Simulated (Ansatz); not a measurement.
Calculated coordination and 95Mo quadrupole coupling for SiMo3 under strain

Cell: a COD entry, relaxed with PBE at fixed cell and then changed (z compressed by 1 %, ions relaxed).

```cif
data_structure
_symmetry_space_group_name_H-M 'P 1'
_symmetry_Int_Tables_number 1
_cell_length_a 4.8930
_cell_length_b 4.8930
_cell_length_c 4.8441
_cell_angle_alpha 90.000
_cell_angle_beta 90.000
_cell_angle_gamma 90.000
_cell_volume 115.97
loop_
_atom_site_label
_atom_site_type_symbol
_atom_site_fract_x
_atom_site_fract_y
_atom_site_fract_z
_atom_site_occupancy
Si1 Si 0.00000 0.00000 0.00000 1
Si2 Si 0.50000 0.50000 0.50000 1
Mo3 Mo 0.25000 0.00000 0.50000 1
Mo4 Mo 0.50000 0.75000 0.00000 1
Mo5 Mo 0.75000 0.00000 0.50000 1
Mo6 Mo 0.50000 0.25000 0.00000 1
Mo7 Mo 0.00000 0.50000 0.75000 1
Mo8 Mo 0.00000 0.50000 0.25000 1
```

Sites (sets of like atoms) are named by element and the number of their first atom in this list.

All values are calculated (Ansatz; DFT, PBE, plane waves and PAW, scalar-relativistic, 420 eV cutoff, Γ-centred 10×10×10 k-points, Fermi–Dirac smearing 0.05 eV), not measured.

Q(95Mo) = -22.00 mb.

(1) Rank these Mo sites by |C_Q|, smallest first.
A. Mo7: 10 Mo at 2.42–2.99 Å, 4 Si at 2.73 Å
B. Mo3: 10 Mo at 2.45–2.99 Å, 4 Si at 2.71–2.74 Å

## Answers

(1) B (2.19 MHz, η = 0.22), A (2.48 MHz, η = 0.00).

An axis of threefold or higher order runs through Mo7, so V_zz lies along it and η is zero.

The run finds no gap above 0.1 eV (a metal, or nearly one), so the gradients can move by 10 % or more with the k-mesh. Without spin–orbit coupling (the program notes it for Mo) the gradients can shift somewhat, as the gap is small.
